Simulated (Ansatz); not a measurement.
## Ca3GeN squeezed and stretched

A database entry relaxed whole under r2SCAN (Pm-3m):

```
CELL_PARAMETERS angstrom
4.79434 0.00000 0.00000
0.00000 4.79434 0.00000
0.00000 0.00000 4.79434
ATOMIC_POSITIONS crystal
Ca 0.00000 0.50000 0.50000
Ca 0.50000 0.00000 0.50000
Ca 0.50000 0.50000 0.00000
Ge 0.00000 0.00000 0.00000
N 0.50000 0.50000 0.50000
```

The cell was scaled uniformly, its shape held, and the atoms relaxed at each volume with plane-wave PAW DFT (Ansatz 0.2.0; r2SCAN, 500 eV, 7×7×7 Γ-centred mesh, fermi-dirac occupations of width 0.100 eV; no spin, no spin-orbit coupling). One row is withheld.

```json
{"volume (Å³/atom)": "20.718", "energy over the lowest (meV/atom)": "16.1", "pressure (GPa)": "4.22"}
{"volume (Å³/atom)": "21.159", "energy over the lowest (meV/atom)": "6.8", "pressure (GPa)": "2.66"}
{"volume (Å³/atom)": "21.599", "energy over the lowest (meV/atom)": "?", "pressure (GPa)": "?"}
{"volume (Å³/atom)": "22.040", "energy over the lowest (meV/atom)": "0.0", "pressure (GPa)": "-0.02"}
{"volume (Å³/atom)": "22.481", "energy over the lowest (meV/atom)": "1.8", "pressure (GPa)": "-1.16"}
{"volume (Å³/atom)": "22.922", "energy over the lowest (meV/atom)": "6.5", "pressure (GPa)": "-2.20"}
{"volume (Å³/atom)": "23.363", "energy over the lowest (meV/atom)": "14.0", "pressure (GPa)": "-3.13"}
```

Q: Fit the pressures of the other rows to the third-order Birch-Murnaghan form.

A: With f = [(V₀/V)^(2/3) − 1]/2 and P = 3B₀f(1 + 2f)^(5/2)[1 + 3(B₀′ − 4)f/2], least squares gives V₀ = 22.03 Å³ an atom, B₀ = 60.4 GPa and B₀′ = 4.1; the rows miss the fit by less than 0.01 GPa. The slope of the energies differs from these pressures by less than 0.05 GPa.

Q: What does the withheld row hold?

A: The fit gives 1.25 GPa at 21.599 Å³; the run gave 1.25 GPa and 1.6 meV an atom.

Caveats: the shape of the cell was held; 0 K, fixed nuclei; the symmetry was kept, and this need not be the phase that is stable at 0 K; one mesh for all volumes; pressure is positive in compression.
